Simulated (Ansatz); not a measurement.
Simulated powder pattern, Co Kα, λ = 1.79026 Å (kinematic, ideal powder, no thermal factors, no anomalous dispersion; the 30 strongest lines at most, above 1 %, up to 2θ = 90°):

| 2θ (°) | d (Å) | I/Imax (%) |
|---|---|---|
| 47.19 | 2.237 | 100 |
| 68.95 | 1.581 | 17 |
| 87.77 | 1.291 | 39 |

The pattern belongs to a structure relaxed with the program Ansatz at the r²SCAN+D4 level (PAW).

Q: Which compound is it?
A. Fe, bcc (W type)
B. Ba, bcc (W type)
C. K, bcc (W type)
D. W, bcc (W type)

A: D, W, bcc (W type)

Q: Give the lattice parameters.

A: a = 3.163 Å.

Space group Im-3m (bcc (W type)). The r²SCAN+D4 relaxation kept the symmetry of its start. The run is not spin-polarised. The pairwise dispersion correction was not fitted to metals. Scalar-relativistic: spin–orbit coupling is off unless named, which matters more the heavier the elements.

Potentials: the earlier of the program's two PAW sets.
